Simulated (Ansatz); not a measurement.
GaN in space group P6_222 (No. 180; Ga on 3d, N on 3c), the program Ansatz at the PBE level (PAW), all energies at zero smearing, with the estimated change up to a 700 eV cutoff added, with one set of potentials and settings (totals compare only within such a set). Cell of 6 atoms (3 Ga, 3 N): -12501.539 eV.

| element | reference phase | E (eV/atom) |
|---|---|---|
| Ga | Cmce, 4 atoms in the cell | -3783.0209 |
| N | Pa-3, 8 atoms in the cell | -384.0325 |

Formation energy per atom, worked out: (-12501.539 − 3×(-3783.0209) − 3×(-384.0325))/6 = -0.063 eV/atom (-6 kJ per mol of atoms), at 0 K, without zero-point energy or fitted corrections.

The start of the workflow was typed in or built on a structure type; neither database checked (COD, Materials Project) lists it. It is not the phase usual at ambient conditions (space group No. 186, 216). Symmetry was held in the PBE relaxation; its stability against distortions is not shown here. The references are the lowest solids computed at this level, not always the standard phases (solids in place of the gases).

Potentials: the later of the program's two PAW sets.
